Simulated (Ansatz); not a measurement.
Values for one crystal, relaxed and computed with r²SCAN in the plane-wave PAW code Ansatz; other levels are named.

- Volume per atom: 19.75 Å³
- Electronic character: metallic (no gap)
- Density of states at the Fermi level: 0.20 states/eV per atom (mean over ±0.08 eV)
- Formation energy from the elements (no fitted shifts): -0.69 eV/atom

Question: Pick the material that matches.
(A) ZrGa3, I4/mmm (Zr on 4e, Ga on 4c, Ga on 4d, Ga on 4e)
(B) Y2Ga3Cu, P3m1 (Pearson symbol hP6)
(C) GaPt3, I4/mcm (Ga on 4b, Pt on 8h, Pt on 4a)
(D) TbGa3Ru, Pm-3m (Tb on 3c, Ga on 1b, Ga on 8g, Ru on 3d)

Answer: B, Y2Ga3Cu, P3m1 (Pearson symbol hP6)

The workflow started from a Materials Project entry (that database holds measured and hypothetical structures alike); the Crystallography Open Database copy checked does not list it. With Ga and Cu taken as one species the cell has the higher symmetry P-3m1, so it may be an ordered model of a mixed-site phase. Whether it is the stable phase at ambient conditions was not checked. The r²SCAN relaxation kept the symmetry of its start; its stability against distortions is not shown here. The run is not spin-polarised. The references are the lowest solids computed at this level, not always the standard phases. Scalar-relativistic: spin–orbit coupling is off unless named, which matters more the heavier the elements.

Potentials: the later of the program's two PAW sets.
